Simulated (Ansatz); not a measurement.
SnRu$_{3}$C:
```
CELL_PARAMETERS angstrom
      4.04694     0.00000     0.00000
      0.00000     4.04694     0.00000
      0.00000     0.00000     4.04694
ATOMIC_POSITIONS crystal
  Sn 0.00000 0.00000 0.00000
  Ru 0.00000 0.50000 0.50000
  Ru 0.50000 0.00000 0.50000
  Ru 0.50000 0.50000 0.00000
  C  0.50000 0.50000 0.50000
```

Relaxed with PBEsol. Special points in fractions of this cell's reciprocal vectors: Γ (0.000, 0.000, 0.000); X (0.000, 0.500, 0.000); M (0.500, 0.500, 0.000); R (0.500, 0.500, 0.500).

List the band energies nearest the Fermi level at these points for the program Ansatz at the PBEsol level (PAW).

In eV from the Fermi level; about four levels below and three above (degenerate sets whole), none deeper than 8.9 eV; points with the same levels are listed once.

```csv
k,below,above
Γ,-1.12 -1.12 -1.12 -0.86 -0.86,1.06 1.07 1.07 1.07
X,-1.33 -1.33 -1.08 -0.36,1.11 1.35 1.35
M,-1.14 -0.89 -0.47 -0.20,1.58 1.58 2.56
R,-2.58 -2.58 -2.58 -0.50 -0.50,0.86 0.86 0.86
```

Space group Pm-3m (anti-perovskite). The start of the workflow was typed in or built on a structure type; neither database checked (COD, Materials Project) lists it. Whether it is the stable phase at ambient conditions was not checked. Symmetry was held in the PBEsol relaxation; whether a distortion lowers the energy is not shown. The run is not spin-polarised. Scalar-relativistic: spin–orbit coupling is off unless named, which matters more the heavier the elements.

Potentials: the later of the program's two PAW sets.
